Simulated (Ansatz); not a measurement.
Computed with DFT PBE, scalar-relativistic, plane waves, PAW (Ansatz 0.2.0). Cutoff 420 eV, Γ-centred meshes of about 0.25 Å⁻¹ or finer for metals and 0.3 Å⁻¹ for insulators (2π included), Gaussian smearing. No spin polarisation.

Relaxed forms of SnBi2O5:

Cell 1.

```cif
data_structure
_symmetry_space_group_name_H-M 'I-4m2'
_symmetry_Int_Tables_number 119
_cell_length_a 3.7870
_cell_length_b 3.7870
_cell_length_c 17.1062
_cell_angle_alpha 90.000
_cell_angle_beta 90.000
_cell_angle_gamma 90.000
_cell_volume 245.33
loop_
_atom_site_label
_atom_site_type_symbol
_atom_site_symmetry_multiplicity
_atom_site_Wyckoff_symbol
_atom_site_fract_x
_atom_site_fract_y
_atom_site_fract_z
_atom_site_occupancy
Sn1 Sn 2 a 0.00000 0.00000 0.00000 1
Bi1 Bi 4 e 0.00000 0.00000 0.34343 1
O1 O 2 d 0.50000 0.00000 0.25000 1
O2 O 4 f 0.00000 0.50000 0.41078 1
O3 O 4 f 0.50000 0.00000 0.43792 1
```

Cell 2.

```cif
data_structure
_symmetry_space_group_name_H-M 'Pmmn:1'
_symmetry_Int_Tables_number 59
_cell_length_a 4.0546
_cell_length_b 10.5447
_cell_length_c 5.6990
_cell_angle_alpha 90.000
_cell_angle_beta 90.000
_cell_angle_gamma 90.000
_cell_volume 243.66
loop_
_atom_site_label
_atom_site_type_symbol
_atom_site_symmetry_multiplicity
_atom_site_Wyckoff_symbol
_atom_site_fract_x
_atom_site_fract_y
_atom_site_fract_z
_atom_site_occupancy
Sn1 Sn 2 a 0.50000 0.50000 0.70455 1
Bi1 Bi 4 e 0.00000 0.67591 0.25817 1
O1 O 4 e 0.50000 0.66424 0.46965 1
O2 O 4 e 0.50000 0.64393 0.94957 1
O3 O 2 b 0.00000 0.50000 0.61342 1
```

Cell 3.

```cif
data_structure
_symmetry_space_group_name_H-M 'Cmc2_1'
_symmetry_Int_Tables_number 36
_cell_length_a 16.6395
_cell_length_b 5.7291
_cell_length_c 5.6148
_cell_angle_alpha 90.000
_cell_angle_beta 90.000
_cell_angle_gamma 90.000
_cell_volume 535.25
loop_
_atom_site_label
_atom_site_type_symbol
_atom_site_symmetry_multiplicity
_atom_site_Wyckoff_symbol
_atom_site_fract_x
_atom_site_fract_y
_atom_site_fract_z
_atom_site_occupancy
Sn1 Sn 4 a 0.00000 0.20135 0.24420 1
Bi1 Bi 8 b 0.82645 0.29337 0.78705 1
O1 O 4 a 0.00000 0.11699 0.59076 1
O2 O 8 b 0.89841 0.35186 0.16041 1
O3 O 8 b 0.74915 0.02167 0.00007 1
```

Cell 4.

```cif
data_structure
_symmetry_space_group_name_H-M 'Cmcm'
_symmetry_Int_Tables_number 63
_cell_length_a 4.1698
_cell_length_b 12.4026
_cell_length_c 10.7378
_cell_angle_alpha 90.000
_cell_angle_beta 90.000
_cell_angle_gamma 90.000
_cell_volume 555.33
loop_
_atom_site_label
_atom_site_type_symbol
_atom_site_symmetry_multiplicity
_atom_site_Wyckoff_symbol
_atom_site_fract_x
_atom_site_fract_y
_atom_site_fract_z
_atom_site_occupancy
Sn1 Sn 4 c 0.50000 0.32975 0.75000 1
Bi1 Bi 8 f 0.00000 0.13890 0.92949 1
O1 O 8 f 0.50000 0.22175 0.91360 1
O2 O 8 f 0.50000 0.44169 0.88825 1
O3 O 4 c 0.00000 0.28542 0.75000 1
```

Question: How do gap and energy differ between these forms?

Answer: Gaps on the mesh: 2.23 eV for cell 2, 1.88 eV for cell 4, 1.70 eV for cell 3, 0.80 eV for cell 1. Lowest in energy is cell 2; cell 4 lies 52 meV/atom higher, cell 3 lies 61 meV/atom higher and cell 1 lies 176 meV/atom higher. The lowest form also has the widest gap. Counting O atoms around Bi and Sn (those within 1.25 times the shortest such distance or 1.15 times the sum of covalent radii, 1.27 where that leaves under three; a plus sign parts nearer from farther groups): cell 1 (I-4m2, 15.3 Å³/atom) has Sn 4+4, Bi 2+4; cell 2 (Pmmn, 15.2 Å³/atom) has Sn 6, Bi 4+3; cell 3 (Cmc2_1, 16.7 Å³/atom) has Sn 4, Bi 5; cell 4 (Cmcm, 17.4 Å³/atom) has Sn 6, Bi 6.

Gaps are read on each cell's k mesh and can be smaller between its points; Kohn–Sham gaps at this level usually fall short of measured ones. The missing spin–orbit coupling can work the other way here. Spin–orbit coupling, which can matter for Bi, is left out. With atoms moved at random, cell 4 (by 52 meV/atom) fell into a lower structure and cell 2 came back. Cell 1 and cell 3 had no clear such test and can be saddle points. Some types were kept out of the candidates beforehand, so the set may lack a known form.
